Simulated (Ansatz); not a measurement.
## Sensitivity of the gradients in SiO2 with Sb replacing Si to the input

This input was run with Ansatz:

```yaml
crystal:
  lattice:
    - [-7.37454, 4.2576926541, 5.4084]
    - [7.37454, -4.2576926541, 5.4084]
    - [2.45818, 4.2576926541, -5.4084]
  atoms:
    - { symbol: Sb, position: [0.3505093543, 0.5562961749, 0.2637083548], spin: 1.0 }
    - { symbol: Si, position: [0.8168378255, 0.0509189237, 0.2095910017] }
    - { symbol: Si, position: [0.8374244007, 0.57040347, 0.7419222734] }
    - { symbol: Si, position: [0.3385889419, 0.0711957654, 0.7349017099] }
    - { symbol: Si, position: [0.3989093573, 0.1738799285, 0.2375860169] }
    - { symbol: Si, position: [0.9262631552, 0.6804169598, 0.2491710207] }
    - { symbol: Si, position: [0.8816334555, 0.1474449674, 0.7072231433] }
    - { symbol: Si, position: [0.3788707702, 0.6623527028, 0.7386079608] }
    - { symbol: Si, position: [0.2544704926, 0.2635306081, 0.5229634164] }
    - { symbol: Si, position: [0.7898878017, 0.7713440213, 0.5326156651] }
    - { symbol: Si, position: [0.7750605342, 0.273794744, 0.03995737] }
    - { symbol: Si, position: [0.2708378755, 0.7811779246, 0.0653607692] }
    - { symbol: O, position: [0.5542650286, 0.5682689851, 0.2636960879] }
    - { symbol: O, position: [0.0125081855, 0.0828632614, 0.3134035017] }
    - { symbol: O, position: [0.0298558545, 0.5966617212, 0.8580486191] }
    - { symbol: O, position: [0.5372214509, 0.1111312955, 0.8557971019] }
    - { symbol: O, position: [0.2322680597, 0.5699259968, 0.4292172993] }
    - { symbol: O, position: [0.7700871764, 0.0619603715, 0.4022272851] }
    - { symbol: O, position: [0.7993065719, 0.5972673411, 0.9451081401] }
    - { symbol: O, position: [0.2971378756, 0.0914598515, 0.9353008514] }
    - { symbol: O, position: [0.3352353798, 0.4823358981, 0.7266372626] }
    - { symbol: O, position: [0.8280131385, 0.9684533474, 0.7045757579] }
    - { symbol: O, position: [0.8628432286, 0.4969514178, 0.2353187903] }
    - { symbol: O, position: [0.3403417, 0.99711313, 0.2385359266] }
    - { symbol: O, position: [0.3167015133, 0.2632161853, 0.3449384142] }
    - { symbol: O, position: [0.8877274459, 0.802384811, 0.4064301371] }
    - { symbol: O, position: [0.816226401, 0.2449159694, 0.839033801] }
    - { symbol: O, position: [0.3268947873, 0.7697289168, 0.8838391092] }
    - { symbol: O, position: [0.6407720898, 0.3487253522, 0.4418441643] }
    - { symbol: O, position: [0.1653264095, 0.8457980391, 0.4351661263] }
    - { symbol: O, position: [0.1199664691, 0.316238612, 0.8826604692] }
    - { symbol: O, position: [0.6170650906, 0.8299149182, 0.9028523849] }
    - { symbol: O, position: [0.885370434, 0.7441033896, 0.736650434] }
    - { symbol: O, position: [0.361464909, 0.2295056519, 0.7064590688] }
    - { symbol: O, position: [0.3908717131, 0.7641894771, 0.2662783883] }
    - { symbol: O, position: [0.8677762631, 0.231649029, 0.2216223977] }
magnetization:
  spin_polarized: true
kpoints:
  mp_grid: { grid: [3, 3, 4] }
scf:
  occupations: { method: fermi_dirac, width: 0.01 }
  initial_density: { chi_scale: 0.3 }
hamiltonian:
  xc: pbe
  pseudopotentials: { kind: paw }
output:
  forces: true
  stress: true
  populations: true
  efg:
    quadrupole_moments_barn: { Sb: -0.543, O: -0.02558 }
    contact_densities: true
```

It converged. Of its output the block on the nuclei alone is shown, without the SCF iterations, energies, forces and stress (one atom of each set, the first 14 sets):

```
--- PAW observables at the nuclei: V_zz in 10²¹ V/m², potentials from the cell's mean, atoms counted from 1 ---
  atom   1  Sb V_zz =   +11.611013   η = 0.4016   by run symmetry: allowed   C_q = -152.4489 MHz
            electrostatic potential = -8402.948498 V   contact ρ = 1350078.839839 e/Å³   contact ρ_s (e/Å³): all electrons +62.508445, valence +60.973692
  atom   2  Si V_zz =    +0.938637   η = 0.8966   by run symmetry: allowed
            electrostatic potential = -1355.420974 V   contact ρ = 12801.459732 e/Å³   contact ρ_s (e/Å³): all electrons +0.009926, valence +0.009957
  atom   3  Si V_zz =    +0.950458   η = 0.6471   by run symmetry: allowed
            electrostatic potential = -1355.531074 V   contact ρ = 12801.525112 e/Å³   contact ρ_s (e/Å³): all electrons +0.001331, valence +0.001314
  atom   4  Si V_zz =    -0.697765   η = 0.8685   by run symmetry: allowed
            electrostatic potential = -1355.585831 V   contact ρ = 12801.381813 e/Å³   contact ρ_s (e/Å³): all electrons +0.000416, valence +0.000418
  atom   5  Si V_zz =    +0.851519   η = 0.2189   by run symmetry: allowed
            electrostatic potential = -1355.338777 V   contact ρ = 12801.416585 e/Å³   contact ρ_s (e/Å³): all electrons +0.007480, valence +0.007542
  atom   6  Si V_zz =    -1.145827   η = 0.4392   by run symmetry: allowed
            electrostatic potential = -1355.741521 V   contact ρ = 12801.784277 e/Å³   contact ρ_s (e/Å³): all electrons -0.004747, valence -0.004683
  atom   7  Si V_zz =    +0.979684   η = 0.8753   by run symmetry: allowed
            electrostatic potential = -1355.536460 V   contact ρ = 12801.714243 e/Å³   contact ρ_s (e/Å³): all electrons +0.036152, valence +0.036462
  atom   8  Si V_zz =    +1.266732   η = 0.6378   by run symmetry: allowed
            electrostatic potential = -1355.748700 V   contact ρ = 12802.036970 e/Å³   contact ρ_s (e/Å³): all electrons -0.060349, valence -0.059771
  atom   9  Si V_zz =    +0.849288   η = 0.7110   by run symmetry: allowed
            electrostatic potential = -1355.354048 V   contact ρ = 12801.397038 e/Å³   contact ρ_s (e/Å³): all electrons +0.005295, valence +0.005327
  atom  10  Si V_zz =    +0.579608   η = 0.1491   by run symmetry: allowed
            electrostatic potential = -1355.826945 V   contact ρ = 12802.100053 e/Å³   contact ρ_s (e/Å³): all electrons -0.040437, valence -0.039513
  atom  11  Si V_zz =    +0.795551   η = 0.8247   by run symmetry: allowed
            electrostatic potential = -1355.583258 V   contact ρ = 12801.334967 e/Å³   contact ρ_s (e/Å³): all electrons -0.000384, valence -0.000401
  atom  12  Si V_zz =    -0.994972   η = 0.7125   by run symmetry: allowed
            electrostatic potential = -1355.723891 V   contact ρ = 12801.709491 e/Å³   contact ρ_s (e/Å³): all electrons +0.159954, valence +0.159996
  atom  13  O  V_zz =    +7.893579   η = 0.9388   by run symmetry: allowed   C_q = -4.8823 MHz
            electrostatic potential = -620.268233 V   contact ρ = 2158.468251 e/Å³   contact ρ_s (e/Å³): all electrons +1.045541, valence +1.376361
  atom  14  O  V_zz =    +9.727887   η = 0.2426   by run symmetry: allowed   C_q = -6.0169 MHz
            electrostatic potential = -619.954727 V   contact ρ = 2153.885426 e/Å³   contact ρ_s (e/Å³): all electrons +0.004027, valence +0.004296
```

**Question.** Can these gradients be trusted, and how do they compare with a run on standard settings?

**Answer.** They agree with the standard run. Against the standard input the change is `scf.initial_density.chi_scale`: not typed → 0.3. A site carries the number of its first atom; V_zz in 10²¹ V/m².

```
site  atom  V_zz standard  η standard  V_zz here  η here
  Sb     1          11.61        0.40      11.61    0.40
 Si7     7           0.98        0.88       0.98    0.88
Si10    10           0.58        0.15       0.58    0.15
Si12    12          -0.99        0.71      -0.99    0.71
 O13    13           7.89        0.94       7.89    0.94
 O16    16           9.16        0.24       9.16    0.24
 O17    17          -8.23        0.77      -8.23    0.77
 O24    24           9.53        0.19       9.53    0.19
 O27    27           9.62        0.26       9.62    0.26
 O31    31          10.35        0.40      10.35    0.40
 O33    33           9.21        0.18       9.21    0.18
 O35    35          10.82        0.44      10.82    0.44
```

All printed values agree. The table leaves out 24 of the 36 sites, with |V_zz| up to 10.10; their tensors move by 0.01 at most along any direction. Mixing, solver and start steer the path to self-consistency, not the state that is reached here.

On the reference run: The defect repeats with the cell of 36 atoms, so it feels its images: sites between two images don't show the values beside a lone defect, and zeros or small values of η there can come from the images' arrangement. O and Si carry a gradient in the pure host already, so the values there aren't the defect's effect alone. The centre was started off its lattice site, so that it could distort. Without spin–orbit coupling (the program notes it for Sb) the gradients can shift somewhat, as the gap is small. With these PAW files V_zz is typically within 2 to 3 % of all-electron values, but misses above 10 % occur on Sb. With a gap of 0.6 eV on this mesh, small gradients can still move by 0.1 × 10²¹ V/m² or more as the k-mesh gets denser. The run lost most of its start moments on Sb; a state with other moments may lie lower.
